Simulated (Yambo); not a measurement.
```
CELL_PARAMETERS angstrom
      3.50927     0.00000     0.00000
     -1.75463     3.03912     0.00000
      0.00000     0.00000    17.30000
ATOMIC_POSITIONS crystal
  H  0.66667 0.33333 0.88154
  H  0.33333 0.66667 0.11846
  O  0.66667 0.33333 0.93736
  O  0.33333 0.66667 0.06264
  Cd 0.00000 0.00000 0.00000
```

Workflow: norm-conserving PBEsol (Quantum ESPRESSO, 102 Ry, with spin-orbit coupling), then G0W0 in Yambo (6×6×1 Γ-centred k mesh, bands 9 to 188 and a 6 Ry block in the screening, 188 bands in G with the Bruneval-Gonze terminator, plasmon pole fitted at 27.2 eV, slab-truncated Coulomb interaction, stochastic integration of W near q = 0).

Task: Give the PBEsol and G0W0 gaps between the band edges found on this mesh, and say where the edges lie.

Result: Edges: Γ → Γ. PBEsol: 2.23 eV; G0W0: 5.07 eV. Nearest settings tried, and what they do to the gap: 126 bands in W, 126 bands in G: +163 meV; 5 Ry block (269 vectors against 343): -16 meV. Not varied: mesh, cell height. So the settings aren't converged at that level. 

Geometry relaxed with PBEsol.

This is a model layer cut from the bulk structure; whether it is stable on its own was not checked.
